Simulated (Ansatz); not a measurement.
Consider the following.

ScAl3 (Cu3Au type, space group No. 221), a = b = c = 4.031 Å, α = β = γ = 90.00°.

This is the LDA-relaxed structure.

All from DFT-LDA in the program Ansatz with PAW potentials, unless another level is named. Estimate the density of states at the Fermi level.

0.32 states/eV per atom (mean over ±0.08 eV).

Next, the formation energy from the elements (no fitted shifts)?

-501 meV/atom.

Space group Pm-3m (Cu3Au type). The cell was relaxed with LDA under the symmetry of its start; of distortions, only those at the zone centre were tested. The run is not spin-polarised. The references are the lowest solids computed at this level, not always the standard phases.

Potentials: the later of the program's two PAW sets.
